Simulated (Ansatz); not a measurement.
Relaxed ZnSe (zinc blende):

```yaml
crystal:
  lattice:
    - [0.00000, 5.73301, 5.73301]
    - [2.86650, 0.00000, 2.86650]
    - [2.86650, 2.86650, 0.00000]
  atoms:
    - { symbol: Se, position: [0.37500, 0.75000, 0.75000] }
    - { symbol: Se, position: [0.87500, 0.75000, 0.75000] }
    - { symbol: Zn, position: [0.00000, 0.00000, 0.00000] }
    - { symbol: Zn, position: [0.50000, 0.00000, 0.00000] }
```

In this cell atom 2 (Se, nearest neighbour Zn at 2.482 Å; its periodic images, 4.1 Å or more away, move with it) is moved by s along Cartesian [110], unit vector (0.707, 0.707, 0.000); all other atoms and the cell stay fixed.

The numbers are results of PBE (plane waves to 420 eV, PAW, scalar-relativistic; Ansatz, a first-principles code), not measurements. k mesh 4×8×8 (Γ-centred), Fermi-Dirac smearing 0.05 eV. Energies are smeared free energies. ZnSe was relaxed with its symmetry unable to fall. ΔE is measured from the undisplaced structure.

Question: What ΔE (meV/cell) does the calculation give at s (Å) = -0.400, -0.300, -0.200, -0.100, 0.100, 0.200, 0.300, 0.400?

Answer: 
```csv
s (Å),ΔE (meV/cell)
-0.400,489
-0.300,265
-0.200,114
-0.100,28
0.100,28
0.200,114
0.300,265
0.400,489
```

(For displaced atoms, the force is minus the slope of the energy, and its curvature is a force constant, which sets phonon frequencies.)
